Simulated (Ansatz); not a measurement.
In PBE in the plane-wave PAW code Ansatz, NbAlB in the orthorhombic phase (Cmcm; Al on 4c, B on 4c, Nb on 4c) relaxes to a = 3.346 Å, b = 14.704 Å, c = 3.114 Å. Against the elements it lies at -0.54 eV/atom, with no fitted shifts.

Electronic character: metallic (no gap).

The start of the workflow was typed in or built on a structure type; neither database checked (COD, Materials Project) lists it. Whether it is the stable phase at ambient conditions was not checked. The cell was relaxed with PBE under the symmetry of its start; whether a distortion lowers the energy is not shown. The run is not spin-polarised. The references are the lowest solids computed at this level, not always the standard phases. Scalar-relativistic: spin–orbit coupling is off unless named, which matters more the heavier the elements.

Potentials: the later of the program's two PAW sets.
